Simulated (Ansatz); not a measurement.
Sr (fcc, Cu type)

```
Sr
1.0
    0.00000     6.02892     6.02892
    3.01446     3.01446     6.02892
    3.01446     3.01446     0.00000
Sr
2
Direct
  0.00000   0.00000   0.00000
  0.50000   0.00000   0.00000
```

The atoms are displaced by Q × the pattern below (from a DFPT mode at X = (0.5, 0.5, 0.0), largest move 1; Q in Å), at fixed cell. It is one choice among 2 degenerate patterns. (q is in reciprocal vectors of the primitive cell; the cell shown is doubled to hold the pattern.)

```tsv
atom	x	y	z
Sr1	0.000	1.000	0.000
Sr2	0.000	-1.000	0.000
```

These are PBE (plane waves to 420 eV, PAW, scalar-relativistic; Ansatz, an electronic-structure program) values and carry that method's errors. k mesh 13×13×13 (Γ-centred), Fermi-Dirac smearing 0.05 eV. With partly filled bands, energies and forces of such displacements shift with the k mesh and the smearing. Sr was relaxed with its symmetry unable to fall. 

```json
[
 {"Q (Å)": "-0.280", "−dE/dQ from forces (eV/Å)": "1.082"},
 {"Q (Å)": "-0.233", "−dE/dQ from forces (eV/Å)": "0.903"},
 {"Q (Å)": "-0.187", "−dE/dQ from forces (eV/Å)": "0.723"},
 {"Q (Å)": "-0.140", "−dE/dQ from forces (eV/Å)": "0.543"},
 {"Q (Å)": "-0.093", "−dE/dQ from forces (eV/Å)": "0.362"},
 {"Q (Å)": "-0.047", "−dE/dQ from forces (eV/Å)": "0.181"},
 {"Q (Å)": "0.000", "−dE/dQ from forces (eV/Å)": "0.000"},
 {"Q (Å)": "0.047", "−dE/dQ from forces (eV/Å)": "-0.181"},
 {"Q (Å)": "0.093", "−dE/dQ from forces (eV/Å)": "-0.362"},
 {"Q (Å)": "0.140", "−dE/dQ from forces (eV/Å)": "-0.543"},
 {"Q (Å)": "0.187", "−dE/dQ from forces (eV/Å)": "-0.723"},
 {"Q (Å)": "0.233", "−dE/dQ from forces (eV/Å)": "-0.903"},
 {"Q (Å)": "0.280", "−dE/dQ from forces (eV/Å)": "-1.082"}
]
```

Problem. What harmonic wavenumber does the curvature at Q = 0 give?

Solution. 78 cm⁻¹. E″ = 3.88 eV/Å², M = Σ mᵢ|uᵢ|² = 175.2 u, ν̃ = 521.5·√(|E″|/M).

(A displaced cell: forces are minus the slopes of the energy, force constants its curvatures, and phonons follow from these.)
